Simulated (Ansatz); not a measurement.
An Ansatz (a program for electronic structure) run. Input:

Ansatz 0.2 input:
```yaml
crystal:
  lattice:
    - [0.0, 2.1642707328, 2.1642707328]
    - [2.1642707328, 0.0, 2.1642707328]
    - [2.1642707328, 2.1642707328, 0.0]
  atoms:
    - { symbol: Ti, position: [0.0, 0.0, 0.0] }
    - { symbol: C, position: [0.5, 0.5, 0.5] }
kpoints:
  mp_grid: { grid: [34, 34, 34] }
hamiltonian:
  xc: r2scan
  pseudopotentials: { azcp: { folder: ./paw }, kind: paw }
scf:
  occupations: { method: fermi_dirac, width: 0.1 }
elastic: { mode: relaxed_ion, stencil: two_point, amplitude: 0.005, f_tol: 0.0005 }
```

Output (shortened):

```
Pseudopotential: Ti, paw, valence charge 12
Pseudopotential: C, paw, valence charge 4
Functional definition: r2SCAN
Crystal: 2 atoms, lattice volume = 20.275 Å³
Basis set: ecut = 500 eV, 531 PW (Γ), exchange–correlation on 96×96×96 points (64 copies of the dense FFT grid, shifted against one another)
Bands: 12, of which v1, the nominal top of the filled ones, is band 8 counted from 1 (7 counted from 0)
Symmetry: 48 space group operations
Space group: Fm-3m (ITA 225), of the structure as read, at distance tolerance 2.7e-5 Å
k-points: 1059 of 39304
SCF 1 converged in 11 iterations: F = -2758.018059 eV  dr2 = 1.61e-15
Crystal: 2 atoms, lattice volume = 20.275 Å³
SCF 2 converged in 2 iterations: F = -2758.018059 eV  dr2 = 8.12e-16
Crystal: 2 atoms, lattice volume = 20.174 Å³
Symmetry: 16 space group operations
k-points: 2844 of 39304
SCF 3 converged in 9 iterations: F = -2758.017209 eV  dr2 = 1.06e-14
Crystal: 2 atoms, lattice volume = 20.377 Å³
SCF 4 converged in 8 iterations: F = -2758.017240 eV  dr2 = 2.89e-14
Crystal: 2 atoms, lattice volume = 20.275 Å³
Symmetry: 8 space group operations
k-points: 5373 of 39304
SCF 5 converged in 9 iterations: F = -2758.017762 eV  dr2 = 6.59e-15
Crystal: 2 atoms, lattice volume = 20.275 Å³
SCF 6 converged in 7 iterations: F = -2758.017762 eV  dr2 = 4.83e-14
SCF converged after 2 iterations
Free energy (F): -2758.018059 eV
Harris-Foulkes:  -2758.018059 eV  (|F-HF|=1.36e-12)
Internal energy: -2758.009388 eV  (E = F + TS)
E sigma→0 (E₀):  -2758.013723 eV
Entropy (-TS):   -0.008671 eV (-4.336 meV/atom)
Fermi energy:    14.721494 eV
--- Per-component energies (eV) ---
  E_band       = -126.366271
  E_kinetic    = 366.969279
  E_local      = -825.193079  (includes V_loc(G=0)·N_el)
  E_nonlocal   = 81.624177
  E_hartree    = 324.073886
  E_xc         = -160.091700
  E_vxc        = -226.397509  (∫ρ·V_xc dr)
  E_paw        = -1150.917539  (= ΣΔE_a)
  E_vpaw       = -185.069060  (= ΣTr[D̂ρ^β])
  E_aug_tail   = -0.000019  (compensation charges beyond the density's cutoff)
  E_vtau       = 13.552167  (kinetic-family band-sum trace: ∫τ·v_τ [+ j·A + Jᵃ·Aᵃ] dr)
  E_ewald      = -1394.196163
  E_core_change = -0.278230  (= ΣΔE_core)
  E_smearing   = -0.008671  (= −TS)
  E_closure    = 0.000000  (closes the sum)
  Σ components = -2758.018059   (vs F -2758.018059, Δ=0.00e0)
--- Forces (eV/Å), atoms counted from 1 ---
  atom   1  Ti     0.00000000     0.00000000     0.00000000
  atom   2  C      0.00000000     0.00000000     0.00000000
  max |Σ_I F_I| component: 0.0 eV/Å
--- Stress (GPa, compression-positive) ---
        0.000184       0.000000       0.000000
        0.000000       0.000184       0.000000
        0.000000       0.000000       0.000184
  P = ⅓ Tr σ = 0.0002 GPa (0.002 kbar)
--- Band table (eV; the first three rows and the last of 1059) ---
  k-point 0: bands = ["-44.2720", "-19.2376", "-19.2376", "-19.2376", "1.4702", "15.5668", "15.5668", "15.5668", "16.4008", "16.4008", "16.4008", "16.4565"]
  k-point 1: bands = ["-44.2714", "-19.2422", "-19.2380", "-19.2380", "1.4906", "15.4216", "15.5282", "15.5282", "16.0078", "16.0078", "16.4972", "16.9181"]
  k-point 2: bands = ["-44.2695", "-19.2557", "-19.2392", "-19.2392", "1.5515", "15.0909", "15.2877", "15.2877", "15.8255", "15.8255", "16.6854", "17.4303"]
  k-point 1058: bands = ["-44.1721", "-19.5602", "-19.5350", "-19.4190", "4.3831", "11.3414", "11.4674", "11.8082", "17.5498", "17.8464", "18.4773", "19.9213"]
--- Elastic constants: 2 strain directions × 2 members + reference (group order 48) ---
  dense FFT box of the reference and of every strained cell: 24×24×24
  strains applied: 11, 23; error gains: componentwise 1.00 (the most a stress slope's error grows in a printed constant), spectral 1.73 (1 for all six strains …
  C = ∂σ_k/∂η_j (tension-positive GPa; Voigt order 11 22 33 23 13 12):
       528.308    129.532    129.532      0.000      0.000      0.000
       129.532    528.308    129.532      0.000      0.000      0.000
       129.532    129.532    528.308      0.000      0.000      0.000
         0.000      0.000      0.000    188.380      0.000      0.000
         0.000      0.000      0.000      0.000    188.380      0.000
         0.000      0.000      0.000      0.000      0.000    188.380
  reference stress σ⁰ (GPa):      0.000      0.000      0.000      0.000      0.000      0.000
  moduli (Voigt/Reuss/Hill, GPa): K = 262.46/262.46/262.46   G = 192.78/192.63/192.71   E = 464.45   ν = 0.205
  mechanically stable: yes (min eigenvalue of sym C = 188.38 GPa)
  strain η (Voigt 11):  stress-route row diagonal C_11 = 528.31 GPa, energy-path curvature d²(F+E_count+ΔE)/dδ²/Ω₀ = 528.21 GPa
         δ    σ_11 (GPa)             F (eV)   n_scf  n_hpsi   n_pw
    -5.000e-3      -2.7159       -2758.0172089       9  723100    533   relax 0 steps, max|allowed force component| 0.0 eV/Å
     5.000e-3       2.5672       -2758.0172405       8  666324    534   relax 0 steps, max|allowed force component| 0.0 eV/Å
  strain η (Voigt 23):  stress-route row diagonal C_44 = 188.38 GPa, energy-path curvature d²(F+E_count+ΔE)/dδ²/Ω₀ = 188.39 GPa
         δ    σ_23 (GPa)             F (eV)   n_scf  n_hpsi   n_pw
    -5.000e-3      -0.9419       -2758.0177624       9  1340889    534   relax 0 steps, max|allowed force component| 0.0 eV/Å
     5.000e-3       0.9419       -2758.0177624       7  1132683    534   relax 0 steps, max|allowed force component| 0.0 eV/Å
```

Cost: around 17 core-minutes (rough) on shared cores.

The cell was relaxed with r²SCAN under the symmetry of its start. No spin polarisation was allowed. As this level gives no gap, shear constants depend on the k-mesh and smearing (Fermi–Dirac, 0.1 eV here).

Potentials: the earlier of the program's two PAW sets.

Ansatz is a plane-wave DFT program.
